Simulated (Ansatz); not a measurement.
A scan (energy over volume and axial ratio; atoms clamped) gave these values. Method: r2SCAN (plane waves to 500 eV, PAW, scalar-relativistic; Ansatz, an electronic-structure program).

- Shear modulus C′ = (C11 − C12)/2 (fit, atoms clamped): 13.5 GPa

### Question
Of these crystals, all scanned alike, which one is it?
(A) BN (zinc blende)
(B) KI (rock salt)
(C) YN (rock salt)

### Answer
B, KI (rock salt). The others have, for the shear modulus C′ = (C11 − C12)/2: YN 124 GPa, BN 324 GPa

All were relaxed with their symmetry unable to fall. Spin-orbit coupling is left out. YN is run without spin polarisation.

(A scan under strain: stresses follow from slopes of the energy per volume, elastic moduli from its curvatures.)
